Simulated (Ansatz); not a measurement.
BaZrO3:
```
CELL_PARAMETERS angstrom
      4.14736     0.00000     0.00000
      0.00000     4.14736     0.00000
      0.00000     0.00000     4.14736
ATOMIC_POSITIONS crystal
  O  0.00000 0.50000 0.50000
  O  0.50000 0.00000 0.50000
  O  0.50000 0.50000 0.00000
  Ba 0.00000 0.00000 0.00000
  Zr 0.50000 0.50000 0.50000
```

Relaxed with LDA. Special points in fractions of this cell's reciprocal vectors: Γ (0.000, 0.000, 0.000); X (0.000, 0.500, 0.000); M (0.500, 0.500, 0.000); R (0.500, 0.500, 0.500).

### Question
List the band energies nearest the valence-band maximum at these points for DFT-LDA in the program Ansatz with PAW potentials.

### Answer
In eV from the valence-band maximum; about four levels below and three above (degenerate sets whole), none deeper than 8.9 eV; points with the same levels are listed once.

| k | below | above |
|---|---|---|
| Γ | -1.06 -1.06 -1.06 -0.15 -0.15 -0.15 | 3.20 3.20 3.20 |
| X | -1.79 -1.79 -1.77 -0.37 -0.37 | 3.59 5.88 5.88 |
| M | -0.90 -0.90 -0.68 -0.05 | 5.87 5.87 6.65 |
| R | -2.52 -2.52 -2.52 0.00 0.00 0.00 | 6.14 6.14 6.14 |

Space group Pm-3m (cubic perovskite). The cell was relaxed with LDA under the symmetry of its start. At this level the phase is dynamically unstable (imaginary phonons). The run is not spin-polarised. Spin–orbit coupling is left out wherever it is not named.

Potentials: the later of the program's two PAW sets.
